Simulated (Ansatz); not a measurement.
**What DFT gives for MoAu**

```
Au Mo
1.0
     5.02346    0.00000    0.00000
     0.00000    5.02346    0.00000
     0.00000    0.00000    5.02346
Au Mo
4 4
Direct
  0.15000 0.15000 0.15000
  0.35000 0.85000 0.65000
  0.65000 0.35000 0.85000
  0.85000 0.65000 0.35000
  0.84400 0.84400 0.84400
  0.65600 0.15600 0.34400
  0.34400 0.65600 0.15600
  0.15600 0.34400 0.65600
```

Method: PBE, no spin polarisation; PAW, plane waves to 420 eV, 7×7×7 Γ-centred mesh, fermi-dirac occupations (width 0.1 eV) (Ansatz 0.2.0), atoms fixed.

(1) How is the charge shared?

(2) Is it stable against the elements?

(3) Which atom feels the largest force, and which way?

(4) Is the cell too large or too small?

(5) Metal or insulator?

(6) Describe some of the short contacts.

Origin: a known structure type with other elements, at an estimated volume, so it need not be a known compound. Caveats: atoms or cell far from equilibrium.

## Answers

(1) Bader charges in e: Mo +0.77, Au -0.77. In the mean Mo gives up most and Au takes most.

(2) 0.58 eV an atom against the elements' usual phases (free molecules for gases, crystals otherwise, with no correction for O₂ or N₂), so at this geometry it isn't bound against them. Relaxing would lower it.

(3) The largest is on Mo8 (and as large on other atoms): 0.66 eV/Å, components (-0.38, 0.38, -0.38). It makes 0° with the line to a nearest neighbour, Au4 at 2.66 Å, pointing towards it.

(4) The pressure is 17.6 GPa (compression positive), so with the atoms held at these fractions the cell would first expand.

(5) It is a metal, with about 5.2 states/eV a cell as the mean within 0.25 eV of the Fermi level, mostly Mo d (78 %) and Au d (12 %).

(6) Au–Mo at 2.66 Å: least valence density 0.44 e/Å³ and ELF 0.31 there. Au–Au at 3.10 Å: least valence density 0.24 e/Å³ and ELF 0.21 there. Mo–Mo at 3.11 Å: least valence density 0.24 e/Å³ and ELF 0.35 there. These are pseudo-fields; inside the PAW spheres they differ from the all-electron ones.
